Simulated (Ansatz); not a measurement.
ReB$_{2}$:
```yaml
crystal:
  lattice:
    - [2.93223, 0.00000, 0.00000]
    - [-1.46611, 2.53938, 0.00000]
    - [0.00000, 0.00000, 3.47946]
  atoms:
    - { symbol: Re, position: [0.00000, 0.00000, 0.00000] }
    - { symbol: B, position: [0.33333, 0.66667, 0.50000] }
    - { symbol: B, position: [0.66667, 0.33333, 0.50000] }
```

Relaxed with r²SCAN. Special points in fractions of this cell's reciprocal vectors: Γ (0.000, 0.000, 0.000); M (0.500, 0.000, 0.000); K (0.333, 0.333, 0.000); A (0.000, 0.000, 0.500); L (0.500, 0.000, 0.500); H (0.333, 0.333, 0.500).

Task: List the band energies nearest the Fermi level at these points for plane-wave PAW r²SCAN (Ansatz code).

Result: In eV from the Fermi level; about four levels below and three above (degenerate sets whole), none deeper than 8.9 eV; … stands for higher levels left out; points with the same levels are listed once.

```
k                    below                above
-  -----------------------  -------------------
Γ  -4.81 -4.81 -0.20 -0.20  1.66 1.66 5.30 5.30
M  -7.23 -6.01 -4.70 -1.29       1.19 1.60 2.22
K  -5.58 -5.58 -1.50 -1.50       0.61 7.31 7.31
A  -2.15 -2.15 -1.68 -1.68          6.13 9.98 …
L  -7.71 -6.79 -4.86 -0.67       1.75 2.92 3.59
H  -7.79 -5.81 -5.81 -0.30       2.97 2.97 3.44
```

Space group P6/mmm. A made-up cell: these elements were put on the sites of a structure type; neither database checked (COD, Materials Project) lists it. COD files the formula under space group No. 194, so this cell is another polymorph or a model. Whether it is the stable phase at ambient conditions was not checked. The r²SCAN relaxation kept the symmetry of its start; its stability against distortions is not shown here. No spin polarisation was allowed. Spin–orbit coupling is left out wherever it is not named.

Potentials: the earlier of the program's two PAW sets.
